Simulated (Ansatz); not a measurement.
## WSe₂: Field gradients at the nuclei

The cell is a structure deposited in the COD whose atoms were relaxed with PBE, the cell held.

```
W Se
1.0
     3.29000    0.00000    0.00000
    -1.64500    2.84922    0.00000
     0.00000    0.00000   12.97000
W Se
2 4
Cartesian
  0.0000 1.8995 3.2425
  1.6450 0.9497 9.7275
  0.0000 1.8995 8.0451
  1.6450 0.9497 1.5601
  0.0000 1.8995 11.4099
  1.6450 0.9497 4.9249
```

Atoms are numbered from 1 in the order listed; like atoms form one site, named after its first atom.

Computed with Ansatz: DFT, r2SCAN, plane waves and PAW, scalar-relativistic, collinear spin, 500 eV cutoff, Γ-centred 15×15×4 k-points, Fermi–Dirac smearing 0.02 eV. Start moments as typed (μB): 2 on each W, none on the rest.

Conventions: |V_zz| ≥ |V_yy| ≥ |V_xx|, η = (V_xx − V_yy)/V_zz, C_Q = eQV_zz/h. Directions are in the Cartesian axes of the cell vectors above, for the atom listed; none is given where the gradient is under 0.02 or η is above 0.95.

```
site  first atom                         first shell  V_zz (10²¹ V/m²)     η  direction of V_zz (x, y, z)
   W           1                      6 Se at 2.54 Å            -16.46  0.00               0.00 0.00 1.00
  Se           3  3 W at 2.54 Å; also 6 Se at 3.29 Å             -7.68  0.00               0.00 0.00 1.00
```

An axis of threefold or higher order runs through W and Se, so V_zz lies along it and η is zero.

The largest force is 0.3 eV/Å, so the atoms aren't at the calculated equilibrium and relaxing them would move these values. The program didn't check the stability of this electronic state in full, so a lower one may lie near. Without spin–orbit coupling the gradients at and beside W can be off by some per cent, at some sites by more. The start moments die out, and the run ends without spin.

Hardware: 1 thread of Intel Xeon 6975P-C (Granite Rapids) (x86_64; 16 cores open to the job, memory cap 3.0 GiB, no GPU), a shared host with a load of 0.5 a core. Wall time 2.4 min, CPU time 2.3 min, peak memory 1.3 GiB.
